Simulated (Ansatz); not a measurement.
Given:

Starting cell, Al (fcc, Cu type):

```xyz
4
Lattice="3.9920 0.0000 0.0000 0.0000 3.9920 0.0000 0.0000 0.0000 3.9920" Properties=species:S:1:pos:R:3 pbc="T T T"
Al     0.0000     0.0000     0.0000
Al     1.9960     1.9960     0.0000
Al     1.9960     0.0000     1.9960
Al     0.0000     1.9960     1.9960
```

Scan: atom 3 (Al, nearest neighbour Al at 2.823 Å; its periodic images, 4.0 Å or more away, move with it) is displaced towards the nearest neighbour, direction (-0.707, -0.707, 0.000) in Cartesian axes, by s. The other atoms stay.

Calculation: r2SCAN (plane waves to 500 eV, PAW, scalar-relativistic; Ansatz, a program for electronic structure). k mesh 9×9×9 (Γ-centred), Fermi-Dirac smearing 0.05 eV. E stands for the smeared free energy. With partly filled bands, energies and forces of such displacements shift with the k mesh and the smearing. On this mesh the relaxed cell isn't quite at rest: it carries a pressure of 0.3 GPa (compression positive) at the zero of the scan. Al was relaxed with its symmetry unable to fall. The zero of ΔE is the undisplaced structure.

The scan covers s from -0.280 to 0.280 Å in 11 points.

Problem. Is the energy the same for equal positive and negative displacements?

Solution. Even: the same for both signs. With its periodic images moving along, the atom's site symmetry in this cell is m-3m.

Problem. What is the force constant k = d²E/ds² of this move at s = 0?

Solution. 5.48 eV/Å².

(A displaced cell: forces are minus the slopes of the energy, force constants its curvatures, and phonons follow from these.)
